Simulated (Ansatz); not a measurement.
Ansatz (an electronic-structure program) input:

Ansatz 0.2 input:
```yaml
crystal:
  lattice:
    - [-1.4627980129, 1.4627980129, 1.4627980129]
    - [1.4627980129, -1.4627980129, 1.4627980129]
    - [1.4627980129, 1.4627980129, -1.4627980129]
  atoms:
    - { symbol: V, position: [0.0, 0.0, 0.0] }
kpoints:
  mp_grid: { grid: [41, 41, 41] }
hamiltonian:
  xc: lda
  pseudopotentials: { kind: paw }
scf:
  occupations: { method: fermi_dirac, width: 0.1 }
elastic: { mode: relaxed_ion, stencil: two_point, amplitude: 0.005, f_tol: 0.0005 }
```

Output (shortened):

```
Pseudopotential: V, paw, valence charge 13
Functional definition: SPW92
Crystal: 1 atoms, lattice volume = 12.520 Å³
Basis set: ecut = 420 eV, 225 PW (Γ)
Bands: 11, of which v1, the nominal top of the filled ones, is band 7 counted from 1 (6 counted from 0)
Symmetry: 48 space group operations
Space group: Im-3m (ITA 229), of the structure as read, at distance tolerance 2.3e-5 Å
k-points: 1771 of 68921
SCF iter   1: F=—  HF=-2860.484852 eV  |F-HF|=—  |Δ(HF+E_count)|=         —  Δρ=8.46e-3  dr2=2.06e-3  ethr=1.77e-3  ⟨swp⟩=4.1  Hψ=98619  notcnv=0
preconditioner: auto → none
SCF iter   2: F=—  HF=-2860.484490 eV  |F-HF|=—  |Δ(HF+E_count)|=   3.62e-4  Δρ=3.96e-3  dr2=4.80e-4  ethr=1.59e-5  ⟨swp⟩=1.0  Hψ=33649  notcnv=0
SCF iter   3: F=—  HF=-2860.484483 eV  |F-HF|=—  |Δ(HF+E_count)|=   6.99e-6  Δρ=1.30e-3  dr2=1.55e-4  ethr=3.69e-6  ⟨swp⟩=2.0  Hψ=22272  notcnv=0
SCF iter   4: F=—  HF=-2860.484430 eV  |F-HF|=—  |Δ(HF+E_count)|=   5.33e-5  Δρ=7.87e-5  dr2=1.81e-7  ethr=1.19e-6  ⟨swp⟩=3.0  Hψ=32447  notcnv=0
SCF iter   5: F=—  HF=-2860.484430 eV  |F-HF|=—  |Δ(HF+E_count)|=   5.82e-9  Δρ=1.43e-5  dr2=4.56e-9  ethr=1.39e-9  ⟨swp⟩=1.2  Hψ=20053  notcnv=0
SCF iter   6: F=—  HF=-2860.484430 eV  |F-HF|=—  |Δ(HF+E_count)|=  5.64e-11  Δρ=9.52e-7  dr2=5.34e-11  ethr=3.51e-11  ⟨swp⟩=1.2  Hψ=20106  notcnv=0
SCF iter   7: F=—  HF=-2860.484430 eV  |F-HF|=—  |Δ(HF+E_count)|=  7.73e-12  Δρ=5.95e-8  dr2=3.56e-13  ethr=4.11e-13 (applied; sched 1.00e-12)  ⟨swp⟩=2.8  Hψ=31004  notcnv=0
SCF iter   8: F=-2860.484430 eV  HF=-2860.484430 eV  |F-HF|=9.09e-13  |Δ(HF+E_count)|=  4.55e-13  Δρ=8.17e-10  dr2=3.21e-17  ethr=1.00e-12  ⟨swp⟩=3.5  Hψ=52033  notcnv=0
SCF 1 converged in 8 iterations: F = -2860.484430 eV  dr2 = 3.21e-17
Crystal: 1 atoms, lattice volume = 12.458 Å³
Symmetry: 16 space group operations
k-points: 4851 of 68921
iter 1 solved again at ethr=1.45e-7 eV; its pass at ethr=3.10e-3 eV (dr2=1.88e-5 eV) is discarded
SCF iter   1: F=—  HF=-2860.483963 eV  |F-HF|=—  |Δ(HF+E_count)|=         —  Δρ=6.10e-4  dr2=1.87e-5  ethr=1.45e-7  ⟨swp⟩=2.0  Hψ=350659  notcnv=0  defer=1
preconditioner: auto → none
SCF iter   2: F=—  HF=-2860.483964 eV  |F-HF|=—  |Δ(HF+E_count)|=   1.24e-6  Δρ=3.17e-4  dr2=4.17e-6  ethr=1.44e-7  ⟨swp⟩=2.6  Hψ=81633  notcnv=0  defer=1
SCF iter   3: F=—  HF=-2860.483962 eV  |F-HF|=—  |Δ(HF+E_count)|=   2.73e-6  Δρ=1.20e-4  dr2=6.57e-7  ethr=3.21e-8  ⟨swp⟩=2.7  Hψ=80702  notcnv=0  defer=1
SCF iter   4: F=—  HF=-2860.483962 eV  |F-HF|=—  |Δ(HF+E_count)|=   1.50e-7  Δρ=1.67e-5  dr2=2.58e-8  ethr=5.05e-9  ⟨swp⟩=2.0  Hψ=84770  notcnv=0  defer=1
SCF iter   5: F=—  HF=-2860.483962 eV  |F-HF|=—  |Δ(HF+E_count)|=  8.29e-10  Δρ=1.26e-6  dr2=1.05e-10  ethr=1.99e-10  ⟨swp⟩=1.8  Hψ=59451  notcnv=0  defer=1
SCF iter   6: F=—  HF=-2860.483962 eV  |F-HF|=—  |Δ(HF+E_count)|=  3.37e-11  Δρ=1.27e-7  dr2=7.14e-13  ethr=8.05e-13 (applied; sched 1.00e-12)  ⟨swp⟩=2.5  Hψ=75493  notcnv=0  defer=5
SCF iter   7: F=-2860.483962 eV  HF=-2860.483962 eV  |F-HF|=0.00e0  |Δ(HF+E_count)|=  4.55e-13  Δρ=1.10e-8  dr2=3.74e-15  ethr=1.00e-12  ⟨swp⟩=3.9  Hψ=146495  notcnv=0
SCF 2 converged in 7 iterations: F = -2860.483962 eV  dr2 = 3.74e-15
Crystal: 1 atoms, lattice volume = 12.583 Å³
Basis set: ecut = 420 eV, 233 PW (Γ)
iter 1 solved again at ethr=1.88e-10 eV; its pass at ethr=3.10e-3 eV (dr2=2.45e-8 eV) is discarded
SCF iter   1: F=—  HF=-2860.484284 eV  |F-HF|=—  |Δ(HF+E_count)|=         —  Δρ=5.86e-5  dr2=2.43e-8  ethr=1.88e-10  ⟨swp⟩=2.1  Hψ=340939  notcnv=0
preconditioner: auto → none
SCF iter   2: F=—  HF=-2860.484284 eV  |F-HF|=—  |Δ(HF+E_count)|=   1.25e-7  Δρ=2.87e-5  dr2=4.17e-9  ethr=1.87e-10  ⟨swp⟩=2.7  Hψ=75638  notcnv=0
SCF iter   3: F=—  HF=-2860.484284 eV  |F-HF|=—  |Δ(HF+E_count)|=   3.57e-8  Δρ=1.18e-5  dr2=1.29e-9  ethr=3.21e-11  ⟨swp⟩=2.9  Hψ=88318  notcnv=0
SCF iter   4: F=—  HF=-2860.484284 eV  |F-HF|=—  |Δ(HF+E_count)|=   6.59e-9  Δρ=1.54e-6  dr2=8.37e-12  ethr=9.94e-12  ⟨swp⟩=2.5  Hψ=72980  notcnv=0
SCF iter   5: F=—  HF=-2860.484284 eV  |F-HF|=—  |Δ(HF+E_count)|=  1.28e-10  Δρ=1.03e-7  dr2=3.31e-13  ethr=6.44e-14 (applied; sched 1.00e-12)  ⟨swp⟩=1.2  Hψ=55232  notcnv=0  defer=66
SCF iter   6: F=-2860.484284 eV  HF=-2860.484284 eV  |F-HF|=9.09e-13  |Δ(HF+E_count)|=  9.09e-13  Δρ=4.09e-9  dr2=5.51e-16  ethr=1.00e-12  ⟨swp⟩=3.2  Hψ=139395  notcnv=0
SCF 3 converged in 6 iterations: F = -2860.484284 eV  dr2 = 5.51e-16
Crystal: 1 atoms, lattice volume = 12.520 Å³
Symmetry: 8 space group operations
k-points: 9261 of 68921
iter 1 solved again at ethr=2.72e-7 eV; its pass at ethr=3.10e-3 eV (dr2=3.53e-5 eV) is discarded
SCF iter   1: F=—  HF=-2860.484436 eV  |F-HF|=—  |Δ(HF+E_count)|=         —  Δρ=8.61e-4  dr2=4.63e-5  ethr=2.72e-7  ⟨swp⟩=2.2  Hψ=661130  notcnv=0
preconditioner: auto → none
SCF iter   2: F=—  HF=-2860.484423 eV  |F-HF|=—  |Δ(HF+E_count)|=   1.29e-5  Δρ=2.75e-4  dr2=2.91e-6  ethr=2.72e-7  ⟨swp⟩=1.6  Hψ=125070  notcnv=0
SCF iter   3: F=—  HF=-2860.484419 eV  |F-HF|=—  |Δ(HF+E_count)|=   4.68e-6  Δρ=6.74e-5  dr2=1.29e-7  ethr=2.24e-8  ⟨swp⟩=1.0  Hψ=101759  notcnv=0
SCF iter   4: F=—  HF=-2860.484418 eV  |F-HF|=—  |Δ(HF+E_count)|=   2.76e-7  Δρ=1.30e-5  dr2=1.58e-8  ethr=9.95e-10  ⟨swp⟩=2.2  Hψ=125803  notcnv=0
SCF iter   5: F=—  HF=-2860.484418 eV  |F-HF|=—  |Δ(HF+E_count)|=   5.23e-9  Δρ=1.74e-6  dr2=1.68e-10  ethr=1.22e-10  ⟨swp⟩=2.9  Hψ=166809  notcnv=0
SCF iter   6: F=—  HF=-2860.484418 eV  |F-HF|=—  |Δ(HF+E_count)|=  6.37e-12  Δρ=3.04e-7  dr2=3.53e-12  ethr=1.30e-12  ⟨swp⟩=1.9  Hψ=128641  notcnv=0
SCF iter   7: F=-2860.484418 eV  HF=-2860.484418 eV  |F-HF|=1.82e-12  |Δ(HF+E_count)|=    0.00e0  Δρ=1.92e-8  dr2=1.22e-14  ethr=1.00e-12  ⟨swp⟩=2.3  Hψ=350949  notcnv=0
SCF 4 converged in 7 iterations: F = -2860.484418 eV  dr2 = 1.22e-14
Crystal: 1 atoms, lattice volume = 12.520 Å³
iter 1 solved again at ethr=1.63e-10 eV; its pass at ethr=3.10e-3 eV (dr2=2.12e-8 eV) is discarded
SCF iter   1: F=—  HF=-2860.484418 eV  |F-HF|=—  |Δ(HF+E_count)|=         —  Δρ=1.57e-5  dr2=2.08e-8  ethr=1.63e-10  ⟨swp⟩=2.3  Hψ=644550  notcnv=0
preconditioner: auto → none
SCF iter   2: F=—  HF=-2860.484418 eV  |F-HF|=—  |Δ(HF+E_count)|=   3.27e-9  Δρ=6.73e-6  dr2=2.45e-9  ethr=1.60e-10  ⟨swp⟩=2.5  Hψ=142445  notcnv=0
SCF iter   3: F=—  HF=-2860.484418 eV  |F-HF|=—  |Δ(HF+E_count)|=  3.93e-10  Δρ=3.24e-6  dr2=7.43e-10  ethr=1.88e-11  ⟨swp⟩=2.1  Hψ=161121  notcnv=0
SCF iter   4: F=—  HF=-2860.484418 eV  |F-HF|=—  |Δ(HF+E_count)|=  4.64e-11  Δρ=3.83e-7  dr2=5.04e-12  ethr=5.72e-12  ⟨swp⟩=1.9  Hψ=113314  notcnv=0
SCF iter   5: F=—  HF=-2860.484418 eV  |F-HF|=—  |Δ(HF+E_count)|=  1.82e-12  Δρ=7.16e-8  dr2=1.98e-13  ethr=3.88e-14 (applied; sched 1.00e-12)  ⟨swp⟩=1.8  Hψ=118430  notcnv=0  defer=106
SCF iter   6: F=-2860.484418 eV  HF=-2860.484418 eV  |F-HF|=1.36e-12  |Δ(HF+E_count)|=  4.55e-13  Δρ=2.26e-9  dr2=2.86e-16  ethr=1.00e-12  ⟨swp⟩=3.2  Hψ=266112  notcnv=0
SCF 5 converged in 6 iterations: F = -2860.484418 eV  dr2 = 2.86e-16
SCF converged after 8 iterations
Free energy (F): -2860.484430 eV
Harris-Foulkes:  -2860.484430 eV  (|F-HF|=9.09e-13)
Internal energy: -2860.431680 eV  (E = F + TS)
E sigma→0 (E₀):  -2860.458055 eV
Entropy (-TS):   -0.052750 eV (-52.750 meV/atom)
Fermi energy:    17.665662 eV
--- Per-component energies (eV) ---
  E_band       = -126.428639
  E_kinetic    = 338.441882
  E_local      = -847.030775  (includes V_loc(G=0)·N_el)
  E_nonlocal   = -40.311982
  E_hartree    = 393.890660
  E_xc         = -130.093758
  E_vxc        = -165.879819  (∫ρ·V_xc dr)
  E_paw        = -1062.098686  (= ΣΔE_a)
  E_vpaw       = -199.429517  (= ΣTr[D̂ρ^β])
  E_aug_tail   = 0.000251  (compensation charges beyond the density's cutoff)
  E_ewald      = -1513.575422
  E_core_change = 0.346150  (= ΣΔE_core)
  E_smearing   = -0.052750  (= −TS)
  E_closure    = 0.000000  (closes the sum)
  Σ components = -2860.484430   (vs F -2860.484430, Δ=0.00e0)
  [band-id]    e_kinetic+e_local+e_nonlocal+2·e_hartree+e_vxc+e_vpaw+e_augmentation_tail = -126.428640   (vs E_band -126.428639, Δ=-1.95e-7)
--- Forces (eV/Å), atoms counted from 1 ---
  atom   1  V      0.00000000     0.00000000     0.00000000
  max |Σ_I F_I| component: 0.0 eV/Å
--- Stress (GPa, compression-positive) ---
        0.406670       0.000000       0.000000
        0.000000       0.406670       0.000000
        0.000000       0.000000       0.406670
  P = ⅓ Tr σ = 0.4067 GPa (4.067 kbar)
--- Band table (eV; the first three rows and the last of 1771) ---
  k-point 0: bands = ["-45.3624", "-18.8333", "-18.8333", "-18.8333", "10.9783", "18.0475", "18.0475", "18.0475", "20.2382", "20.2382", "38.8410"]
  k-point 1: bands = ["-45.3608", "-18.8405", "-18.8355", "-18.8334", "11.0042", "18.0358", "18.0454", "18.0666", "20.2239", "20.2389", "38.8036"]
  k-point 2: bands = ["-45.3561", "-18.8619", "-18.8419", "-18.8336", "11.0817", "18.0013", "18.0387", "18.1242", "20.1830", "20.2411", "38.6911"]
  k-point 1770: bands = ["-44.9027", "-19.6171", "-19.6157", "-19.6157", "14.2854", "14.2869", "21.7285", "21.7285", "21.7442", "28.5228", "28.6132"]
--- Elastic constants: 2 strain directions × 2 members + reference (group order 48) ---
  dense FFT box of the reference and of every strained cell: 18×18×18
  strains applied: 11, 23; error gains: componentwise 1.00 (the most a stress slope's error grows in a printed constant), spectral 1.73 (1 for all six strains …
  C = ∂σ_k/∂η_j (tension-positive GPa; Voigt order 11 22 33 23 13 12):
       313.869    157.802    157.802      0.000      0.000      0.000
       157.802    313.869    157.802      0.000      0.000      0.000
       157.802    157.802    313.869      0.000      0.000      0.000
         0.000      0.000      0.000     11.262      0.000      0.000
         0.000      0.000      0.000      0.000     11.262      0.000
         0.000      0.000      0.000      0.000      0.000     11.262
  reference stress σ⁰ (GPa):     -0.407     -0.407     -0.407      0.000      0.000      0.000
  C* (energy form; C + prestress term) asymmetry max|C*_kj − C*_jk| = 5.684e-14 GPa — a small one proves nothing (zero by symmetry where the batch's group is …
  moduli (Voigt/Reuss/Hill, GPa): K = 209.82/209.82/209.82   G = 37.97/17.12/27.55   E = 79.17   ν = 0.437
  mechanically stable: yes (min eigenvalue of sym C = 11.26 GPa)
  where every solve meets its electron count the energy-path curvature estimates C_jj along a normal strain and C_jj − ¼(σ⁰_aa + σ⁰_bb) along a shear (ab), of …
  strain η (Voigt 11):  stress-route row diagonal C_11 = 313.87 GPa, energy-path curvature d²(F+E_count+ΔE)/dδ²/Ω₀ = 313.88 GPa
         δ    σ_11 (GPa)             F (eV)   n_scf  n_hpsi   n_pw
    -5.000e-3      -1.9960       -2860.4839615       7  937857    251   relax 0 steps, max|allowed force component| 0.00e0 eV/Å
     5.000e-3       1.1427       -2860.4842844       6  831226    255   relax 0 steps, max|allowed force component| 0.00e0 eV/Å
  strain η (Voigt 23):  stress-route row diagonal C_44 = 11.26 GPa, energy-path curvature d²(F+E_count+ΔE)/dδ²/Ω₀ = 11.46 GPa
         δ    σ_23 (GPa)             F (eV)   n_scf  n_hpsi   n_pw
    -5.000e-3      -0.0563       -2860.4844183       7  1772313    253   relax 0 steps, max|allowed force component| 0.00e0 eV/Å
     5.000e-3       0.0563       -2860.4844183       6  1558052    253   relax 0 steps, max|allowed force component| 0.00e0 eV/Å
```

Cost: roughly 8 core-minutes on shared cores.

The LDA relaxation kept the symmetry of its start. The run is not spin-polarised. As this level gives no gap, shear constants depend on the k-mesh and smearing (Fermi–Dirac, 0.1 eV here). On the denser mesh and wider smearing of the elastic run this cell carries a stress of 0.4 GPa.

Potentials: the later of the program's two PAW sets.

Ansatz is a plane-wave DFT program.
